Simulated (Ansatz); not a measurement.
Consider a crystal of Ca2H3 in space group P6/mmm (No. 191), with Ca on 2e; H on 3f.

These are results of DFT PBE, scalar-relativistic, plane waves, PAW in Ansatz, not measurements. Cutoff 420 eV, Γ-centred mesh, Gaussian smearing, no spin polarisation.

Energies over the elements count from the elements' standard structures at the same level (H₂ as a molecule), with no fitted energy shifts.

Task: Which cell and coordinates does it relax to?

Result:

Space group P6/mmm (No. 191). a = 3.979 Å, b = 3.979 Å, c = 6.535 Å, α = 90.00°, β = 90.00°, γ = 120.00°
```json
{"atom": "Ca", "site": "2e", "symmetry": "6mm", "x": "0.0000", "y": "0.0000", "z": "0.7887"}
{"atom": "H", "site": "3f", "symmetry": "mmm", "x": "0.5000", "y": "0.0000", "z": "0.0000"}
```

Ca has 6 H at 2.42 Å and 1 Ca at 2.76 Å; H has 4 H at 1.99 Å and 4 Ca at 2.42 Å. Another local minimum with the same sites may exist.

Task: And its energy and gap?

Result: The formation energy is +0.27 eV/atom. The gap on the 12×12×6 mesh of the 5-atom cell is 0 eV (a metal). It can't be a ground state, since the elements alone are lower.

The last run used Gaussian smearing of 0.10 eV. The cell is a metal run without spin; a magnetic state may lie lower. With hydrogen, zero-point motion can shift formation energies by some tens of meV/atom. Symmetry constrained the relaxation, so the result can be a saddle point.
